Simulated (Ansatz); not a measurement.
An element in the sc structure gives these cold pressures by all-electron LAPW under LDA (Ansatz 0.2.0, scalar-relativistic, no spin polarisation).

| V (Å³/atom) | P (GPa) |
| --- | --- |
| 26.22 | 0.02 |
| 23.07 | 8.07 |
| 20.45 | 21.5 |
| 17.83 | 47.7 |
| 15.21 | 102.2 |
| 13.11 | 189.9 |
| 11.27 | 338.0 |

**Question.** Which element is it?

**Answer.** In. Its zero-pressure volume in this structure is near 26.2 Å³/atom; the volume and the steepness of P(V) together point to it, though neighbours can come close. This is the case that was computed; others weren't tested.
